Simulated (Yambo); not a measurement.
Rb₂TlGaF₆ (space group Fm-3m, No. 225), G0W0@LDA in Yambo; all else as in the reference (2×2×2 Γ-centred k mesh, 289 bands and a 7 Ry block in the screening, 289 bands in G with the Bruneval-Gonze terminator, plasmon pole fitted at 27.2 eV). One parameter is varied: the cutoff of the wavefunctions in Yambo, over 10, 20, 30, 50, 84 Ry.

From which value on does the gap X → L stay within 0.05 eV of the largest setting?

From 20 Ry on.
| cutoff of the wavefunctions in Yambo (Ry) | G0W0 gap (eV) | valence shift (eV) |
|---|---|---|
| 10 | 6.92 | -1.09 |
| 20 | 7.14 | -1.43 |
| 30 | 7.14 | -1.53 |
| 50 | 7.14 | -1.55 |
| 84 | 7.15 | -1.55 |
The last step of the sweep still moves the gap by 4 meV; the other settings are held fixed.

The standard potentials for Ga, Tl keep a d shell in the valence without the s and p states of that shell. In tests on such compounds this moved G0W0 gaps by up to about 0.9 eV, so absolute quasiparticle energies here are unreliable; differences between settings are what counts.

Spin-orbit coupling is not included.

Geometry of the Materials Project entry, not relaxed at this level; primitive cell a = b = c = 6.499 Å, α = β = γ = 60.00°.

The structure is a Materials Project entry; no match was found in the copy of COD used, and its stability was not checked.

A shift is the quasiparticle energy of the state minus its LDA energy.
